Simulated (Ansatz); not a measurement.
**TaN (Fm-3m), clamped-ion strain scan**

Method: DFT r2SCAN, scalar-relativistic, plane waves, PAW (Ansatz 0.2.0). The runs took a 500 eV cutoff, a Γ-centred 18×18×18 mesh and Gaussian smearing (0.15 eV). Spin–orbit coupling is left out, which can shift energies with elements as heavy as these. No spin polarisation. Energies are free energies at this smearing, counted from the undisturbed cell; pressure is positive in compression.

Reference structure (as given, not relaxed at this level; it stands at 9.8 GPa; this rock-salt form isn't the usual structure):

```yaml
crystal:
  lattice:
    - [0.00000, 2.17900, 2.17900]
    - [2.17900, 0.00000, 2.17900]
    - [2.17900, 2.17900, 0.00000]
  atoms:
    - { symbol: Ta, position: [0.50000, 0.50000, 0.50000] }
    - { symbol: N, position: [0.00000, 0.00000, 0.00000] }
```

The cell is strained by ε times the Voigt pattern (1, -1, 0, 0, 0, 0) (xx, yy, zz, yz, xz, xy; engineering shear) with fractional coordinates fixed. The cell is metallic on the mesh throughout. At 10 GPa the given cell is far from its own equilibrium, so these figures belong to a strongly strained crystal.

| ε | ΔE (meV/atom) | stress summed along the pattern (GPa, tension positive) | pressure (GPa) |
| --- | --- | --- | --- |
| -0.1000 | 441.7 | -132.74 | 42.0 |
| -0.0500 | ? | ? | 17.7 |
| 0.0000 | 0.0 | 0.00 | 9.8 |
| 0.0125 | 7.0 | 17.28 | 10.3 |
| 0.0250 | 28.4 | 34.52 | 11.7 |
| 0.0375 | 63.2 | 49.71 | 14.2 |
| 0.0625 | ? | ? | 22.3 |
| 0.0750 | 244.6 | 96.01 | 27.8 |
| 0.0875 | 334.7 | 113.64 | 34.3 |

By symmetry 0.1000 repeats -0.1000, -0.0750 repeats 0.0750, 0.0500 repeats -0.0500, -0.0250 repeats 0.0250 in energy, with the opposite slope along the path.

Problem. Give the withheld values.

Solution. ΔE (meV/atom) at ε = -0.0500: 110.6; stress summed along the pattern (GPa, tension positive) at ε = -0.0500: -64.11; ΔE (meV/atom) at ε = 0.0625: 170.4; stress summed along the pattern (GPa, tension positive) at ε = 0.0625: 79.06.